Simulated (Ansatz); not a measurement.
**MoH4: start and end of a relaxation**

Recipe of this trial structure of MoH4: ordered vacancies on the cation sites of fluorite (P4/mmm, No. 123) (occupants of the shared sites, in ratio, Mo: 1, vacant: 1). The dimensions are guesses.

start.xyz

```xyz
5
Lattice="3.8310 0.0000 0.0000 0.0000 3.8310 0.0000 0.0000 0.0000 5.4179" Properties=species:S:1:pos:R:3 pbc="T T T"
H     1.9155    0.0000    1.3545
H     0.0000    1.9155    4.0634
H     1.9155    0.0000    4.0634
H     0.0000    1.9155    1.3545
Mo    0.0000    0.0000    0.0000
```

All numbers below come from DFT PBE, scalar-relativistic, plane waves, PAW in Ansatz 0.2.0. Cutoff 420 eV, Gaussian smearing, Γ-centred meshes. Cell and atoms relax first on a coarse mesh and then on a finer one. In between, the cell is made exact in the group found at 0.06 Å. In metals the finer mesh still leaves noise of several meV/atom or more. The steps can't lower the symmetry of their start. No spin polarisation in the relaxation; trial moments died out in a coarse test.

end.xyz

```xyz
5
Lattice="2.7895 0.0000 0.0000 0.0000 2.7895 0.0000 0.0000 0.0000 5.9325" Properties=species:S:1:pos:R:3 pbc="T T T"
H     1.3947    0.0000    1.2457
H     0.0000    1.3947    4.6868
H     1.3947    0.0000    4.6868
H     0.0000    1.3947    1.2457
Mo    0.0000    0.0000    0.0000
```

The symmetry stays P4/mmm (No. 123). The volume per atom shrinks by 41.9 %, from 15.9 to 9.2 Å³. The shortest distance goes from 2.35 Å (Mo–H) to 1.87 Å (Mo–H). The ratio c/a of the conventional cell changes by a factor of 1.50. The energy falls by about 1.2 eV/atom (the start's value is from the coarse mesh).

| Item | Value |
| --- | --- |
| Volume per atom | 9.2 Å³ |
| Density | 3.6 g/cm³ |
| Energy over the elements | +0.26 eV/atom |
| Gap on the 14×14×6 mesh of the 5-atom cell | 0 eV (a metal) |

The zero of energy is the elements' standard structures at the same level (H₂ as a molecule); no fitted shifts are applied. The separate elements lie lower, so it is unstable against them.

The last run used Gaussian smearing of 0.10 eV. No dispersion correction is applied, so the spacing and binding between layers, chains or molecules are poorly described. With hydrogen, zero-point motion can shift formation energies by some tens of meV/atom. Symmetry constrained the relaxation, so the result can be a saddle point. In all, the 4 runs took 40 s on 1 thread of Intel(R) Xeon(R) Platinum 8488C (Sapphire Rapids), with other jobs on the host.
